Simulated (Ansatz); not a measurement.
A: CdSe (zinc blende), a = b = c = 6.1337 Å, α = β = γ = 90.00°
B: NiO (rock salt), a = 4.1886 Å, b = 4.1886 Å, c = 4.1886 Å, α = 90.00°, β = 90.00°, γ = 90.00°
C: KMgH₃ (cubic perovskite), a = b = c = 3.992 Å, α = β = γ = 90.00°
D: CsSrF₃ (cubic perovskite), a = b = c = 4.7639 Å, α = β = γ = 90.00°
E: AlRu (CsCl type), a = 2.9825 Å, b = 2.9825 Å, c = 2.9825 Å, α = 90.00°, β = 90.00°, γ = 90.00°

Scan: energy over volume and axial ratio (atoms clamped). All come from one method, each on a k mesh of its own. AlRu is run without spin polarisation. All were relaxed with their symmetry unable to fall. NiO is run spin-polarised and with no Hubbard U; the real compound is an antiferromagnetic insulator, a state that this run doesn't describe. Relaxed NiO ends ferromagnetic. Other magnetic orders were not checked, so this need not be the ground state. (This holds for the magnetic or f-shell members.)

Problem. Rank these by shear modulus C′ = (C11 − C12)/2 (fitted) (lowest first), as r2SCAN (plane waves to 500 eV, PAW, scalar-relativistic; Ansatz, a first-principles code) gives it.

Solution. A (9 GPa), C (26 GPa), D (41 GPa), E (93 GPa), B (127 GPa)

(Under strain, the slope of the energy per volume gives the stress and its curvature an elastic modulus.)
